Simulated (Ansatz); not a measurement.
Total density of states per atom from plane-wave PAW r²SCAN (Ansatz code), in 0.25 eV bins, energy from the valence-band maximum:

(E (eV), states/eV/atom): (-7.85, 0.00); (-7.60, 0.00); (-7.35, 0.00); (-7.10, 0.00); (-6.85, 0.00); (-6.60, 0.00); (-6.35, 0.00); (-6.10, 0.00); (-5.85, 0.37); (-5.60, 1.84); (-5.35, 1.00); (-5.10, 0.32); (-4.85, 0.52); (-4.60, 0.96); (-4.35, 1.09); (-4.10, 2.47); (-3.85, 3.42); (-3.60, 0.00); (-3.35, 0.00); (-3.10, 0.00); (-2.85, 0.00); (-2.60, 0.00); (-2.35, 0.00); (-2.10, 2.37); (-1.85, 7.57); (-1.60, 2.44); (-1.35, 2.34); (-1.10, 2.10); (-0.85, 1.65); (-0.60, 0.89); (-0.35, 0.48); (-0.10, 0.15); (0.15, 0.00); (0.40, 0.00); (0.65, 0.00); (0.90, 0.00); (1.15, 0.00); (1.40, 0.00); (1.65, 0.00); (1.90, 0.01); (2.15, 0.02); (2.40, 0.03); (2.65, 0.10); (2.90, 0.32); (3.15, 0.52); (3.40, 0.92); (3.65, 1.16); (3.90, 0.82); (4.15, 0.57); (4.40, 0.49); (4.65, 0.40); (4.90, 0.70); (5.15, 1.09); (5.40, 0.73); (5.65, 0.36); (5.90, 0.84); (6.15, 1.10); (6.40, 0.93)

Q: Which of these materials gives this?
A. W, bcc (W type)
B. Ti, hcp (Mg type)
C. CuI, zinc blende
D. Rh, fcc (Cu type)

A: C, CuI, zinc blende. Top 1 eV of the valence band: Cu 3d 65 %, I 5p 33 %. Bottom 1 eV of the conduction band: Cu 4s 66 %, I 5s 17 %, I 5p 12 %. Projections are on Löwdin-orthogonalised atomic valence shells; empty p or d shells of many metals are not among them.

Space group F-43m (zinc blende). The r²SCAN relaxation kept the symmetry of its start; phonons on a q-mesh show no instability. The run is not spin-polarised. Spin–orbit coupling is left out wherever it is not named.

Potentials: the later of the program's two PAW sets.
